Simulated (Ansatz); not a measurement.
Input:

La11Ni4Ge6:
```xyz
21
Lattice="-4.3908 0.0000 0.0000 -0.0011 -3.8860 13.6014 2.1955 9.2900 0.0000" Properties=species:S:1:pos:R:3 pbc="T T T"
La    -1.0978     2.0440     2.9384
La    -1.0986    -0.5683     8.8149
La    -1.0981     8.2231     1.3482
La     1.0974     5.0229     1.6682
La    -3.2935     0.0241     5.5636
La    -3.2937     0.3811    11.9332
La    -1.0982     2.7020     6.8007
La    -1.0978     5.9723     4.7865
La    -1.0983    -2.8191    12.2532
La     1.0972     5.3799     8.0378
La    -1.0986     3.3600    10.6630
Ni    -1.0980    -1.6893     6.1210
Ni    -1.0977     3.4423     0.3397
Ni    -1.0987     1.9617    13.2617
Ni    -1.0984     7.0933     7.4804
Ge     1.0965     3.3409    12.9281
Ge    -3.2937    -2.6470     9.9821
Ge     1.0973     8.0510     3.6192
Ge    -3.2929     2.0631     0.6733
Ge     1.0975     3.5519     4.7401
Ge    -3.2939     1.8522     8.8613
```

This is the r²SCAN-relaxed structure.

Question: All from the program Ansatz at the r²SCAN level (PAW), unless another level is named. Estimate the electronic character.

Answer: metallic (no gap).

Question: And the density of states at the Fermi level?

Answer: 0.53 states/eV per atom (mean over ±0.08 eV).

Question: What about the formation energy from the elements (no fitted shifts)?

Answer: -0.75 eV/atom.

Space group C2/m. The workflow started from a Materials Project entry (that database holds measured and hypothetical structures alike); the Crystallography Open Database files this formula in space group No. 12, but the cells were not matched. Whether it is the stable phase at ambient conditions was not checked. The r²SCAN relaxation kept the symmetry of its start; whether a distortion lowers the energy is not shown. No spin polarisation was allowed. The references are the lowest solids computed at this level, not always the standard phases. Scalar-relativistic: spin–orbit coupling is off unless named, which matters more the heavier the elements.

Potentials: the later of the program's two PAW sets.
